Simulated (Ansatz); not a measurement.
ScAg3:
```
ScAg3
1.0
    4.15770     0.00000     0.00000
    0.00000     4.15770     0.00000
    0.00000     0.00000     4.15770
Ag Sc
3 1
Direct
  0.00000   0.50000   0.50000
  0.50000   0.50000   0.00000
  0.50000   0.00000   0.50000
  0.00000   0.00000   0.00000
```

Relaxed with PBEsol.

Question: Decompose the optical modes at the zone centre into irreducible representations, and say which are infrared and Raman allowed.

Answer: Point group m-3m: Γ_opt = 2T1u + T2u. Infrared: T1u. Raman: none.

Question: Assign frequencies (DFPT, PBEsol (plane waves, PAW; program Ansatz)).

Answer: T2u 94, T1u 108, T1u 190 cm⁻¹.

Space group Pm-3m (Cu3Au type). The start of the workflow was typed in or built on a structure type; neither database checked (COD, Materials Project) lists it. Its standing as an ambient phase is unchecked. The PBEsol relaxation kept the symmetry of its start; its stability against distortions is not shown here. No spin polarisation was allowed. As this level gives no gap, phonon frequencies hold no LO–TO term and depend on the k-mesh and smearing (Fermi–Dirac, 0.1 eV here).

Potentials: the later of the program's two PAW sets.
